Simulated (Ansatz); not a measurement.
The start is a generated cell, Co2Si placed in the AFLOW prototype AB2_cF48_227_c_e (as in Ti2C). Cell shape, volume and atoms are optimised at zero target pressure with r2SCAN (plane waves to 500 eV, PAW, scalar-relativistic; Ansatz, a first-principles code). The first steps use a coarse 4×4×4 k-mesh.

Initial structure:
```
Co2Si
1.0
    0.00000     3.99988     3.99988
    3.99988     0.00000     3.99988
    3.99988     3.99988     0.00000
Si Co
4 8
Direct
  0.62500   0.62500   0.62500
  0.12500   0.62500   0.62500
  0.62500   0.12500   0.62500
  0.62500   0.62500   0.12500
  0.87000   0.87000   0.87000
  0.39000   0.87000   0.87000
  0.87000   0.39000   0.87000
  0.87000   0.87000   0.39000
  0.38000   0.38000   0.38000
  0.86000   0.38000   0.38000
  0.38000   0.86000   0.38000
  0.38000   0.38000   0.86000
```
Spin-polarised start, with parallel moments on Co.

- Initial pressure: +68 GPa (positive: the cell is compressed)
- Outcome: The space group stays Fd-3m (No. 227) (the run could not lower it); the end is AFLOW prototype AB2_cF48_227_c_e (as in Ti2C), with 12 atoms in the primitive magnetic cell
- Energy released: 1.03 eV/atom
- Volume change: +12.8 %, from 10.67 to 12.03 Å³/atom
- Shortest distances (start → end): The closest pairs of elements (up to four, under 3.6 Å), start → end: Co–Si 1.96 → 2.29 Å; Co–Co 2.72 → 2.40 Å; Si–Si 2.83 → 2.94 Å
- Band gap at the end: zero (metallic)
- Moments at the end: net 0.92 μB/atom, ferromagnetic
- Optimiser moves: 10

The end point of the relaxation:

Space group Fd-3m, origin choice 1 (No. 227); a = b = c = 8.3268 Å, α = β = γ = 90.00°

```csv
atom,site,symmetry,x,y,z
Si,16c,.-3m,0.1250,0.1250,0.1250
Co,32e,.3m,0.3980,0.3980,0.3980
```
(The calculation used a cell of 12 atoms; values per cell refer to that cell.)

Final values are on a 8×8×8 k-mesh of the relaxed cell. Spin state reached: ferromagnetic (net 0.92 μB/atom), from parallel starting moments; other spin orders were not run from this start. r2SCAN tends to overstate moments in metals.

The run could not lose the symmetry of its start, so the end can be a saddle point.

The relaxed structure here is a generated cell of Co2Si: the first start was made by placing the elements on the sites of a structure type, and the end was not matched to a known phase here, so it may be hypothetical.
